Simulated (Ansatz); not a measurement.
## Zone-centre modes in Ti₃C₂

Method: DFT PBEsol, scalar-relativistic, plane waves, PAW (Ansatz 0.2.0). The runs took a 420 eV cutoff, a Γ-centred 18×18×4 mesh and Gaussian smearing (0.15 eV). No spin polarisation.

The starting cell (relaxed at this level; it needn't be the usual structure):

```yaml
crystal:
  lattice:
    - [3.04209, 0.00000, 0.00000]
    - [-1.52104, 2.63453, 0.00000]
    - [0.00000, 0.00000, 14.98465]
  atoms:
    - { symbol: Ti, position: [0.33333, 0.66667, 0.84379] }
    - { symbol: Ti, position: [0.66667, 0.33333, 0.34379] }
    - { symbol: Ti, position: [0.66667, 0.33333, 0.15621] }
    - { symbol: Ti, position: [0.33333, 0.66667, 0.65621] }
    - { symbol: Ti, position: [0.00000, 0.00000, 0.00000] }
    - { symbol: Ti, position: [0.00000, 0.00000, 0.50000] }
    - { symbol: C, position: [0.66667, 0.33333, 0.91438] }
    - { symbol: C, position: [0.33333, 0.66667, 0.41438] }
    - { symbol: C, position: [0.66667, 0.33333, 0.58562] }
    - { symbol: C, position: [0.33333, 0.66667, 0.08562] }
```

Harmonic modes by finite displacements of 0.02 Å, without the LO–TO term.

(1) At this geometry, is the structure stable against these modes?

(2) List the wavenumbers in cm⁻¹.

Results:

(1) No: 2 modes are unstable, the strongest at 40i cm⁻¹.

(2) 40i, 40i, 0, 0, 0, 132, 153, 153, 164, 164, 239, 279, 282, 282, 286, 286, 384, 395, 577, 578, 644, 644, 647, 647, 650, 650, 652, 652, 670, 677.

Cost: 1 run of about 17 core-minutes, on Arm Neoverse V2 (shared hosts).